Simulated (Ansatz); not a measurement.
A relaxed cell of MnPt2 is given with its symmetry left out. The cell was found from a structure generator's guess, not taken from experiment.

Theory: DFT PBE, scalar-relativistic, plane waves, PAW (Ansatz). Cutoff 420 eV, Γ-centred mesh, Gaussian smearing, collinear spin.

```
Mn Pt
1.0
     2.80227    0.00000    0.00000
     0.00000    2.80227    0.00000
     0.00000    0.00000    6.29000
Mn Pt
1 2
Direct
  0.50000 0.50000 0.36430
  0.00000 0.00000 0.08478
  0.50000 0.50000 0.75428
```

Formation energies are uncorrected and refer to the elements' standard structures at the same level.

Problem. Find its symmetry and describe it.

Solution. P4mm (No. 99). Conventional cell: a = 2.802 Å, c = 6.290 Å. Mn has 1 Pt at 2.45 Å, 4 Pt at 2.65 Å and 4 Mn at 2.80 Å; around Pt on its first site lie 4 Mn at 2.65 Å and 8 Pt at 2.80–2.87 Å; Pt on its second site is surrounded by 1 Mn at 2.45 Å and 8 Pt at 2.80–2.87 Å.

Problem. What is its formation energy per atom?

Solution. +0.05 eV/atom. The separate elements lie lower, so it is unstable against them.

Problem. Is it a metal?

Solution. Yes, bands cross the Fermi level on the 16×16×8 mesh.

Problem. Which magnetic moments does it keep?

Solution. 1.45 μB per atom net, the space between the atoms included; by site: Mn 3.7; Pt 0.3, 0.1 μB.

The last run used collinear spin, a 16×16×8 mesh (in the run's order of axes) for its 3-atom cell and Gaussian smearing of 0.10 eV. Spin–orbit coupling, which can matter for Pt, is left out. The magnetic state reached may not be the lowest. A structure relaxed within its symmetry needn't be a true minimum. Another cell of MnPt2 relaxed alike, in P-3m1 (a Materials Project cell), lies 224 meV/atom lower, so this cell isn't the stable form at this level.
